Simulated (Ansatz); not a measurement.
**A vibration from a frozen displacement in Sn$_{3}$Se**

These are results of DFT PBEsol, scalar-relativistic, plane waves, PAW (Ansatz), not measurements. The runs took a 420 eV cutoff, a Γ-centred 12×12×12 mesh and Gaussian smearing (0.15 eV). No spin polarisation. Energies are free energies at this smearing, counted from the undisturbed cell; pressure is positive in compression.

The starting cell (relaxed at this level; with this scan's settings it stands at 0.1 GPa; it needn't be the usual structure):

```
Sn Se
1.0
     0.00000    3.65819    3.65819
     3.65819    0.00000    3.65819
     3.65819    3.65819    0.00000
Sn Se
3 1
Direct
  0.25000 0.25000 0.25000
  0.75000 0.75000 0.75000
  0.50000 0.50000 0.50000
  0.00000 0.00000 0.00000
```

Atom 4 (Se) is moved by x along the Cartesian unit vector (1.000, 0.000, 0.000); the cell and all other atoms stay fixed. The cell's volume is 97.91 Å³; the moved atoms weigh 78.971 u together and the others 356.130 u. Some rows repeat others by symmetry and weren't run.

```csv
x (Å),ΔE (meV/cell),total force on the moved atoms along the move (eV/Å),pressure (GPa)
-0.4500,115.81,0.5505,1.9168
-0.3938,87.27,0.4660,1.4854
-0.3375,63.28,0.3876,1.1110
-0.2813,43.54,0.3157,0.7966
-0.2250,27.68,0.2485,0.5408
-0.1688,15.53,0.1846,0.3442
-0.1125,6.89,0.1225,0.2055
-0.0563,1.73,0.0613,0.1235
0.0000,0.00,0.0000,0.0963
0.0563,1.73,-0.0613,0.1235
0.1125,6.89,-0.1225,0.2055
0.1688,15.53,-0.1846,0.3442
0.2250,27.68,-0.2485,0.5408
0.2813,43.54,-0.3157,0.7966
0.3375,63.28,-0.3876,1.1110
0.3938,87.27,-0.4660,1.4854
0.4500,115.81,-0.5505,1.9168
```

**Question.** What frequency belongs to this motion?

**Answer.** The force constant is k = −dF/dx = 1.089 eV/Å², from the parabola through x = -0.0563, 0 and 0.0563. In every cell the moved atoms swing against the rest, so the mass is μ = m₁m₂/(m₁ + m₂) = 64.638 u, and ν̃ = 521.5 cm⁻¹ × √(|k|/μ) = 68 cm⁻¹. The pattern needn't be a normal mode: ν̃² is then a weighted mean of the squared nonzero frequencies at the zone centre of this cell, so it lies between the lowest and the highest of them.

**Question.** How far does the harmonic law reach?

**Answer.** At x = -0.450 Å, kx²/2 = 110.24 meV against the computed 115.81 meV (+5.0 %): the well is still close to harmonic there.

**Question.** The pressure changes with x². What does that say about the frequency under compression?

**Answer.** With E = k(V)x²/2, k ∝ V^(−2γ) and x scaling with the cell as V^(1/3), P − P0 = −∂E/∂V = (2γ − 2/3) ΔE/V. At x = 0.1125 Å, V(P − P0) = 97.91 × 0.10916 / 160.2 eV = 66.71 meV and ΔE = 6.89 meV, so γ = 1/3 + V(P − P0)/(2ΔE) = 5.18. This is the Grüneisen parameter of the motion under uniform scaling of the cell: shrinking the cell evenly by 1 % in volume raises the frequency by about 5.18 %. Values this far from the 1 to 3 of most solids mark a soft motion whose force constant is small beside what it shares with volume.

In a metal these slopes depend on the k mesh and the smearing.

Cost: 9 runs of about 3.2 core-minutes in all, on Intel Xeon 6975P-C (Granite Rapids) (shared hosts).